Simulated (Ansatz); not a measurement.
Given:

NaF:
```yaml
crystal:
  lattice:
    - [0.00000, 2.35046, 2.35046]
    - [2.35046, 0.00000, 2.35046]
    - [2.35046, 2.35046, 0.00000]
  atoms:
    - { symbol: Na, position: [0.00000, 0.00000, 0.00000] }
    - { symbol: F, position: [0.50000, 0.50000, 0.50000] }
```

This is the PBE-relaxed structure.

Task: All from PBE (plane waves, PAW; program Ansatz), unless another level is named. Give the Young's modulus.

Result: 72.6 GPa.

Task: What about the vibrational entropy at 300 K?

Result: 27.1 J/(K·mol of atoms).

Space group Fm-3m (rock salt). Symmetry was held in the PBE relaxation; phonons on a q-mesh show no instability.

Potentials: the later of the program's two PAW sets.
